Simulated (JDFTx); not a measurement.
Part of a log of a modified build of JDFTx for diethyl ether, C4H10O (SMILES CCOCC), charge 0, multiplicity 1 (PBE, GBRV ultrasoft potentials, plane waves to 15/75 Ha):

```
unit cell volume = 9986.48
Chosen fftbox size, S = [  108  80  80  ]
unit cell volume = 9986.48
Chosen fftbox size, S = [  96  72  70  ]
  'C' pseudopotential, 'SLA  PW   PBE  PBE' functional
  4 valence electrons, 2 orbitals, 4 projectors, 721 radial grid points, with lMax = 1
  'O' pseudopotential, 'SLA  PW   PBE  PBE' functional
  6 valence electrons, 2 orbitals, 5 projectors, 737 radial grid points, with lMax = 2
  'H' pseudopotential, 'SLA  PW   PBX  PBC' functional
  1 valence electrons, 1 orbitals, 2 projectors, 615 radial grid points, with lMax = 0
Initialized 3 species with 15 total atoms.
Folded 1 k-points by 1x1x1 to 1 k-points.
nElectrons:  32.000000   nBands: 16   nStates: 1
average nbasis = 27727.000 , ideal nbasis = 27710.435
Correction to mu due to finite nuclear width = -0.00423912
   Cavity determined by nc: 0.00142 and sigma: 0.707107
   Nonlocal vdW cavity from gaussian model electron density with norm = 8 and sigma = 0.993594 bohr
   Charge asymmetry in cavity with sensitivity pCavity = 36.5 e-bohr/Eh
   Electrostatic cavity expanded by eta = 1.46 bohrs
   Weighted density cavitation model constrained by Nbulk: 0.0049383 bohr^-3, Pvap: 3.14029 kPa, Rvdw: 2.61727 bohr and sigmaBulk: 4.62e-05 Eh/bohr^2 at T: 298 K.
   Weighted density dispersion model using vdW pair potentials with single solvent site with sqrtC6eff: 0.77 SI.
[...]
	Linear fluid (dielectric constant: 78.4, screening length: 5.74355 Bohr) occupying 0.805454 of unit cell:	Completed after 17 iterations
[... later lines of the fluid solver are left out ...]
ElecMinimize: Iter:   0  Etot: -44.824425975234405  |grad|_K:  4.089e-05  alpha:  1.000e+00
ElecMinimize: Iter:   1  Etot: -44.825336554733425  |grad|_K:  2.119e-05  alpha:  1.224e+00  linmin: -1.592e-02
[... lines cut ...]
ElecMinimize: Iter:   7  Etot: -44.825599905605358  |grad|_K:  5.305e-07  alpha:  1.171e+00  linmin:  3.690e-02
ElecMinimize: Iter:   8  Etot: -44.825600045865883  |grad|_K:  2.967e-07  alpha:  1.163e+00  linmin:  4.099e-07
ElecMinimize: Iter:   9  Etot: -44.825600075265072  |grad|_K:  1.976e-07  alpha:  8.409e-01  linmin: -9.072e-02
ElecMinimize: Iter:  10  Etot: -44.825600094629394  |grad|_K:  1.399e-07  alpha:  1.020e+00  linmin:  5.173e-05
ElecMinimize: Converged (|Delta Etot|<1.000000e-07 for 2 iters).

# Energy components:
   A_diel =       -0.0033592166171751
   Eewald =       47.5953919328935129
       EH =       82.8519642319807019
     Eloc =     -191.6370993304485353
      Enl =        5.1126282290140574
      Exc =      -14.5460655614482075
 Exc_core =        0.1997670048824852
       KE =       25.6011726151137537
-------------------------------------
     Etot =      -44.8256000946293938


	eMin: -0.950691 at state 0 ( [ +0.000000 +0.000000 +0.000000 ] spin 0 )
	HOMO: -0.211715 at state 0 ( [ +0.000000 +0.000000 +0.000000 ] spin 0 )
```

Problem. Which solvation model was used?
A) CANDLE
B) linear PCM (GLSSA13)
C) nonlinear PCM (GLSSA13)
D) SCCS (g09 parameters)

Solution. A, CANDLE. The liquid was water (dielectric constant 78.4), 1 M KF.
